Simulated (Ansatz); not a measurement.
The slice is one period of a {110} plane through atoms; its size isn't given.

Level of theory: PBE (plane waves to 420 eV, PAW, scalar-relativistic; Ansatz, a first-principles code). Inside the PAW spheres the values are not all-electron values, and peaks at nuclei hang on which shells count as valence.

```
|@@@%#*+==========+*#%@@|
|@@%%#++==========++#%%@|
|%%%#*++++++++++++++*#%%|
|###*++++++****++++++*##|
|**++++++********++++++*|
|++====++********++====+|
|======++**+==+**++=====|
|----==++**+::+**++==---|
|:::--=++**+==+**++=--::|
|::::-==+********+==-:::|
|...:--=++******++=--:..|
| ..::-==++****++==-::..|
|  ..::-==++++++==-::.. |
|   ..:--========--:..  |
|    ..::---==---::..   |
|     ..::------::..    |
|     ...::::::::...    |
|      ....::::....     |
|       ..........      |
| .       ......       .|
|.....              ....|
|:......          ......|
|::::....        ...::::|
|---:::...       ..:::--|
|==---::..      ..::---=|
|++==--::..    ..::--==+|
|**++==-::..  ..::-==++*|
|###*+==-:......:-==+*##|
|%%%#*+=-::....::-=+*#%%|
|@@%%#+==-::::::-==+#%%@|
|@@@%#*+=--::::--=+*#%@@|
|@@@%#*+=--------=+*#%@@|
```
Scale: ten equal steps from -2.09 (start of ' ') to 1.24 (end of '@'), in the order ' .:-=+*#%@'. Values: log₁₀ of the valence density in e/Å³. The map has 23 points along u (one character each, u = 0 at the left) and 32 along v (v = 0 in the bottom row). The scale is logarithmic, as a density can span decades between atoms and voids.

```
|xxxxxx++++--::::--==++****++==--::::--++++xxxx|
|xxxx**++==--::::==**%%%%%%%%**==::::--==++**xx|
|++++++==--::::==##%%@@@@@@@@%%##==::::--==++++|
|++++==--::::--##@@@@@@@@@@@@@@@@##--::::--==++|
|====--::::--**%%@@@@@@%%%%@@@@@@%%**--::::--==|
|----::::::==%%@@@@@@xxxxxxxx@@@@@@%%==::::::--|
|::::::::--**%%@@@@xxxxxxxxxxxx@@@@%%**--::::::|
|......::==##@@@@@@xxxxxxxxxxxx@@@@@@##==::....|
|......::==##%%@@@@xxxxxxxxxxxx@@@@%%##==::....|
|    ..::==##%%@@@@%%xxxxxxxx%%@@@@%%##==::..  |
|      ..==**##%%@@@@%%%%%%%%@@@@%%##**==..    |
|      ..--++##%%@@@@@@@@@@@@@@@@%%##++--..    |
|        ::--++##%%%%@@@@@@@@%%%%##++--::      |
|        ..::--++**##%%%%%%%%##**++--::..      |
|          ..::--==++********++==--::..        |
|              ..::------------::..            |
|                ................              |
|                                              |
|                                              |
|                                              |
|                                              |
|                                              |
|......                                    ....|
|............                        ..........|
|::::::::::....                    ....::::::::|
|--------::::::..                ..::::::------|
|======------::::..            ..::::------====|
|++++++====----::..            ..::----====++++|
|++++++++====--::....        ....::--====++++++|
|xxxx++++++==--::::....    ....::::--==++++++xx|
|xxxxxx++++==--::::............::::--==++++xxxx|
|xxxxxx++++==--::::::--------::::::--==++++xxxx|
```
Scale: ten equal steps from 0.00 (start of ' ') to 0.88 (end of '@'), in the order ' .:-=+*#%@'. Values: electron localisation function (ELF). The map has 23 points along u (two characters each, u = 0 at the left) and 32 along v (v = 0 in the bottom row). Points within 0.5 Å of a nucleus are blanked (x), as the pseudised field means little there.

**Question.** Which relaxed crystal do these maps come from?
(A) HgTe (zinc blende)
(B) HgS (zinc blende)
(C) BeS (zinc blende)

**Answer.** B, HgS (zinc blende). Atoms on the slice: S at (0.50, 0.75); Hg at (0.00, 0.00)

All were relaxed with their symmetry unable to fall. At this level the bands of HgS touch or barely overlap. At this level the bands of HgTe touch or barely overlap. Spin-orbit coupling is left out. The relaxed volume of HgTe is well above the measured one; the method has no dispersion term.
